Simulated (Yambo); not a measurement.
Yambo input for a free-standing SnO monolayer (symmetry Pmmn, slab cell 15.3 Å high) under uniaxial strain of +2 % along x, the other axes held (a = 3.8607 Å, b = 3.7850 Å, c = 15.3000 Å, α = 90.00°, β = 90.00°, γ = 90.00°), on norm-conserving PBE (stringent potentials; Quantum ESPRESSO, 102 Ry, no spin-orbit coupling) wavefunctions on a 18×18×1 mesh:

```
rim_cut
optics
chi
dipoles
kernel
RandQpts= 1000000
RandGvec= 2 Ry
CUTGeo= "slab z"
FFTGvecs= 30 Ry
Chimod= "HARTREE"
NGsBlkXd= 2 Ry
% QpntsRXd
 1 | 1 |
%
% BndsRnXd
 9 | 69 |
%
GrFnTpXd= "R"
% EnRngeXd
 0.0 | 20.0 | eV
%
% DmRngeXd
 0.2 | 0.2 | eV
%
CGrdSpXd= 50
ETStpsXd= 161
% LongDrXd
 1.0 | 0.0 | 0.0 |
%
```

First lines of the file o-*.alpha_q1_inv_rpa_dyson:

```
Polarizability  ( -<<X>> ) @ Q(1):   1.00000000     0.00000000     0.00000000    [q->0 direction]
#
# Polarizability units: length
#
# [ X ] Hartree size     :   93
# [GEN] GF Energies     : Perdew, Burke & Ernzerhof(X)+Perdew, Burke & Ernzerhof(C)
# [GEN] Green`s Function     : Retarded
#
# [GEN] Gauge     : Length
# [GEN] [r,Vnl] included     : yes
#
#    E[1] [eV]     Im(alpha)     Re(alpha)     Im(alpha_o)     Re(alpha_o)
#
     0.000000     -0.43013E-15     3.288132     -0.88574E-18     4.033610
     0.125000     0.005309     3.289778     0.007806     4.036027
     0.250000     0.010663     3.294730     0.015688     4.043302
     0.375000     0.016107     3.303029     0.023723     4.055504
     0.500000     0.021690     3.314745     0.031994     4.072752
     0.625000     0.027462     3.329978     0.040589     4.095216
     0.750000     0.033479     3.348860     0.049607     4.123122
     0.875000     0.039805     3.371560     0.059158     4.156762
     1.000000     0.046511     3.398287     0.069369     4.196496
     1.125000     0.053679     3.429298     0.080392     4.242770
     1.250000     0.061405     3.464901     0.092404     4.296126
     1.375000     0.069805     3.505469     0.105621     4.357226
     1.500000     0.079017     3.551451     0.120310     4.426871
     1.625000     0.089212     3.603386     0.136803     4.506040
     1.750000     0.100601     3.661926     0.155521     4.595931
     1.875000     0.113449     3.727863     0.177006     4.698019
     2.000000     0.128098     3.802163     0.201969     4.814137
     2.125000     0.144991     3.886019     0.231357     4.946584
     2.250000     0.164715     3.980913     0.266462     5.098280
     2.375000     0.188063     4.088714     0.309085     5.272986
     2.500000     0.216134     4.211805     0.361802     5.475619
     2.625000     0.250491     4.353277     0.428412     5.712729
     2.750000     0.293421     4.517213     0.514721     5.993214
     2.875000     0.348403     4.709104     0.629970     6.329420
     3.000000     0.420962     4.936494     0.789630     6.738832
     3.125000     0.520347     5.209931     1.021180     7.246551
     3.250000     0.663025     5.544265     1.376912     7.888207
     3.375000     0.880600     5.959741     1.964758     8.709253
     3.500000     1.238860     6.478227     3.025269     9.733208
     3.625000     1.876275     7.085503     5.073632     10.74036
     3.750000     2.981383     7.590642     8.549906     10.48363
```
(The file goes on to the top of the energy range; α is in bohr.) Convergence of the RPA response with its 18×18×1 mesh was not tested.

Geometry strained from the cell relaxed with PBEsol, atoms relaxed again.

This is a model layer cut from the bulk structure; whether it is stable on its own was not checked.
